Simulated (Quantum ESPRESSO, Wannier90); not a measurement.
## Tight-binding from DFT: Mo2N (anti-anatase)

Structure: Materials Project mp-27953, symmetrised, not relaxed again. COD (Crystallography Open Database) has an entry of this formula and space group (matched by these alone). Level: PBEsol, spinors with spin-orbit coupling; pw.x of Quantum ESPRESSO at 68 Ry with PseudoDojo potentials, 4×4×4 k-points, Wannier90. Density: 8×8×8 mesh, cold smearing 0.01 Ry.

On the energy scale of pw.x, whose zero is arbitrary, the Fermi level lies at 21.12 eV.

Input w.win:

```
num_bands = 8
num_wann = 8
exclude_bands = 9-128
spinors = true
num_iter = 1000
conv_tol = 1.0e-6
conv_window = 4
write_hr = true
write_u_matrices = true
auto_projections = true
begin unit_cell_cart
ang
    4.2555700000    0.0000000000    0.0000000000
    0.0000000000    4.2555700000    0.0000000000
   -2.1277850000   -2.1277850000    3.9750900000
end unit_cell_cart
begin atoms_frac
Mo   0.4869600000 -0.0130400000 -0.0260800000
Mo   0.2369600000  0.2369600000  0.4739200000
Mo  -0.2369600000 -0.2369600000 -0.4739200000
Mo   0.0130400000 -0.4869600000  0.0260800000
N   -0.2500000000  0.2500000000  0.5000000000
N    0.5000000000  0.5000000000  0.0000000000
end atoms_frac
mp_grid = 4 4 4
begin kpoints
0.0000000000 0.0000000000 0.0000000000
0.0000000000 0.0000000000 0.2500000000
0.0000000000 0.0000000000 0.5000000000
... (61 more lines: the 4x4x4 mesh through Gamma)
end kpoints
```

Input of pw2wannier90.x that gives the overlap and projection files (equivalent; here they were cut from one run over all bands):

```
&inputpp
  outdir = './out'
  prefix = 'pwscf'
  seedname = 'w'
  write_amn = .true.
  write_mmn = .true.
  atom_proj = .true.
  atom_proj_exclude = 3 4 5 6 7 8 9 10 11 12 13 14 15 16 17 18 19 20 23 24 25 26 27 28 29 30 31 32 33 34 35 36 37 38 39 40 43 44 45 46 47 48 49 50 51 52 53 54 55 56 57 58 59 60 63 64 65 66 67 68 69 70 71 72 73 74 75 76 77 78 79 80 81 82 83 84 85 86 87 88 89 90 91 92 93 94 95 96
/
```

Output w.wout (banner and timings cut):

```
                                    ------
                                    SYSTEM
                                    ------

                              Lattice Vectors (Ang)
                    a_1     4.255570   0.000000   0.000000
                    a_2     0.000000   4.255570   0.000000
                    a_3    -2.127785  -2.127785   3.975090

                   Unit Cell Volume:      71.98839  (Ang^3)

                        Reciprocal-Space Vectors (Ang^-1)
                    b_1     1.476462  -0.000000   0.790320
                    b_2    -0.000000   1.476462   0.790320
                    b_3     0.000000   0.000000   1.580640

 *----------------------------------------------------------------------------*
 |   Site       Fractional Coordinate          Cartesian Coordinate (Ang)     |
 +----------------------------------------------------------------------------+
 | mo   1   0.48696  -0.01304  -0.02608   |    2.12778   0.00000  -0.10367    |
 | mo   2   0.23696   0.23696   0.47392   |    0.00000   0.00000   1.88387    |
 | mo   3  -0.23696  -0.23696  -0.47392   |    0.00000   0.00000  -1.88387    |
 | mo   4   0.01304  -0.48696   0.02608   |    0.00000  -2.12778   0.10367    |
 | n    1  -0.25000   0.25000   0.50000   |   -2.12778   0.00000   1.98754    |
 | n    2   0.50000   0.50000   0.00000   |    2.12778   2.12778   0.00000    |
 *----------------------------------------------------------------------------*
                                ------------
                                K-POINT GRID
                                ------------

             Grid size =  4 x  4 x  4      Total points =   64

 *---------------------------------- MAIN ------------------------------------*
 |  Number of Wannier Functions               :                 8             |
 |  Number of Objective Wannier Functions     :                 8             |
 |  Number of input Bloch states              :                 8             |
 |  Output verbosity (1=low, 5=high)          :                 1             |
 |  Timing Level (1=low, 5=high)              :                 1             |
 |  Optimisation (0=memory, 3=speed)          :                 3             |
 |  Length Unit                               :               Ang             |
 |  Post-processing setup (write *.nnkp)      :                 F             |
 |  Using Gamma-only branch of algorithms     :                 F             |
 *----------------------------------------------------------------------------*
 *------------------------------- WANNIERISE ---------------------------------*
 |  Total number of iterations                :              1000             |
 |  Number of CG steps before reset           :                 5             |
 |  Trial step length for line search         :             2.000             |
 |  Convergence tolerence                     :         0.100E-05             |
 |  Convergence window                        :                 4             |
 |  Iterations between writing output         :                 1             |
 |  Iterations between backing up to disk     :               100             |
 |  Write r^2_nm to file                      :                 F             |
 |  Write xyz WF centres to file              :                 F             |
 |  Write on-site energies <0n|H|0n> to file  :                 F             |
 |  Use guiding centre to control phases      :                 F             |
 |  Use phases for initial projections        :                 F             |
 *----------------------------------------------------------------------------*
 *-------------------------------- PLOTTING ----------------------------------*
 |  Plotting Hamiltonian in WF basis          :                 T             |
 *----------------------------------------------------------------------------*

       ... (k-mesh section left out)

 Starting a new Wannier90 calculation ...

 Reading overlaps from w.mmn

 Reading projections from w.amn

 *------------------------------- WANNIERISE ---------------------------------*
 +--------------------------------------------------------------------+<-- CONV
 | Iter  Delta Spread     RMS Gradient      Spread (Ang^2)            |<-- CONV
 +--------------------------------------------------------------------+<-- CONV

 ------------------------------------------------------------------------------
 Initial State
  WF centre and spread    1  (  2.127785, -0.000000, -0.102792 )     0.38878955
  WF centre and spread    2  (  2.127785, -0.000000, -0.102792 )     0.38878955
  WF centre and spread    3  (  0.000000,  0.000000,  1.884753 )     0.38878955
  WF centre and spread    4  (  0.000000,  0.000000,  1.884753 )     0.38878955
  WF centre and spread    5  ( -0.000000, -0.000000, -1.884753 )     0.38878955
  WF centre and spread    6  ( -0.000000, -0.000000, -1.884753 )     0.38878955
  WF centre and spread    7  (  0.000000, -2.127785,  0.102792 )     0.38878955
  WF centre and spread    8  (  0.000000, -2.127785,  0.102792 )     0.38878955
  Sum of centres and spreads (  4.255570, -4.255570,  0.000000 )     3.11031642

      0     0.311E+01     0.0000000000        3.1103164150  <-- CONV
        O_D=      0.0000000 O_OD=      0.0000222 O_TOT=      3.1103164 <-- SPRD
 ------------------------------------------------------------------------------
      1    -0.215E-09     0.0000109833        3.1103164148  <-- CONV
        O_D=      0.0000000 O_OD=      0.0000222 O_TOT=      3.1103164 <-- SPRD
      2    -0.216E-10     0.0000048303        3.1103164148  <-- CONV
        O_D=      0.0000000 O_OD=      0.0000222 O_TOT=      3.1103164 <-- SPRD
      3    -0.178E-14     0.0000002463        3.1103164148  <-- CONV
        O_D=      0.0000000 O_OD=      0.0000222 O_TOT=      3.1103164 <-- SPRD
      4    -0.311E-14     0.0000002409        3.1103164148  <-- CONV
        O_D=      0.0000000 O_OD=      0.0000222 O_TOT=      3.1103164 <-- SPRD
             <<<     Delta < 1.000E-06  over  4 iterations     >>>
             <<< Wannierisation convergence criteria satisfied >>>
 Final State
  WF centre and spread    1  (  2.127785, -0.000000, -0.102792 )     0.38878955
  WF centre and spread    2  (  2.127785, -0.000000, -0.102792 )     0.38878955
  WF centre and spread    3  (  0.000000,  0.000000,  1.884753 )     0.38878955
  WF centre and spread    4  (  0.000000,  0.000000,  1.884753 )     0.38878955
  WF centre and spread    5  ( -0.000000, -0.000000, -1.884753 )     0.38878955
  WF centre and spread    6  ( -0.000000, -0.000000, -1.884753 )     0.38878955
  WF centre and spread    7  (  0.000000, -2.127785,  0.102792 )     0.38878955
  WF centre and spread    8  (  0.000000, -2.127785,  0.102792 )     0.38878955
  Sum of centres and spreads (  4.255570, -4.255570,  0.000000 )     3.11031641

         Spreads (Ang^2)       Omega I      =     3.110294229
        ================       Omega D      =     0.000000000
                               Omega OD     =     0.000022186
    Final Spread (Ang^2)       Omega Total  =     3.110316415
```
